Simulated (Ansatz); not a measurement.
ZnSnN₂:
```
ZnSnN2
1.0
    1.58376     0.91439     5.15018
   -1.58376     0.91439     5.15018
    0.00000    -1.82877     5.15018
Zn Sn N
1 1 2
Cartesian
  0.00000   0.00000   0.00000
  0.00000   0.00000   7.72527
  0.00000   0.00000  11.64295
  0.00000   0.00000   3.80759
```

Relaxed with plane-wave PAW r²SCAN (Ansatz code). Indices refer to the conventional cell of R-3m, a = 3.168 Å, b = 3.168 Å, c = 15.451 Å, α = 90.00°, β = 90.00°, γ = 120.00°.

### Question
Simulate the powder diffraction pattern (Cu Kα, λ = 1.54184 Å; lines above 1 %) up to 2θ = 90°.

### Answer
Simulated powder pattern, Cu Kα, λ = 1.54184 Å (kinematic, ideal powder, no thermal factors, no anomalous dispersion; the 30 strongest lines at most, above 1 %, up to 2θ = 90°):

| 2θ (°) | d (Å) | I/Imax (%) | hkl |
|---|---|---|---|
| 17.22 | 5.150 | 15 | (0003) |
| 33.17 | 2.701 | 8.0 | (1 0 -1 1) |
| 34.70 | 2.585 | 87 | (0 1 -1 2) |
| 34.84 | 2.575 | 29 | (0006) |
| 40.33 | 2.237 | 100 | (1 0 -1 4) |
| 44.15 | 2.051 | 3.3 | (0 1 -1 5) |
| 53.27 | 1.720 | 2.5 | (1 0 -1 7) |
| 58.26 | 1.584 | 32 | (1 1 -2 0) |
| 58.44 | 1.579 | 31 | (0 1 -1 8) |
| 61.23 | 1.514 | 3.0 | (1 1 -2 3) |
| 68.70 | 1.366 | 1.0 | (0 2 -2 1) |
| 69.62 | 1.350 | 12 | (2 0 -2 2) |
| 69.70 | 1.349 | 23 | (1 1 -2 6) |
| 69.87 | 1.346 | 12 | (1 0 -1 10) |
| 73.23 | 1.293 | 15 | (0 2 -2 4) |
| 73.56 | 1.288 | 5.0 | (0 0 0 12) |
| 82.95 | 1.164 | 1.1 | (1 1 -2 9) |
| 87.16 | 1.118 | 9.6 | (2 0 -2 8) |

The start of the workflow was typed in or built on a structure type; neither database checked (COD, Materials Project) lists it. Whether it is the stable phase at ambient conditions was not checked. The r²SCAN relaxation kept the symmetry of its start; whether a distortion lowers the energy is not shown. Its formation energy is positive at this level, so the cell may be metastable or incomplete. Scalar-relativistic: spin–orbit coupling is off unless named, which matters more the heavier the elements.

Potentials: the earlier of the program's two PAW sets.
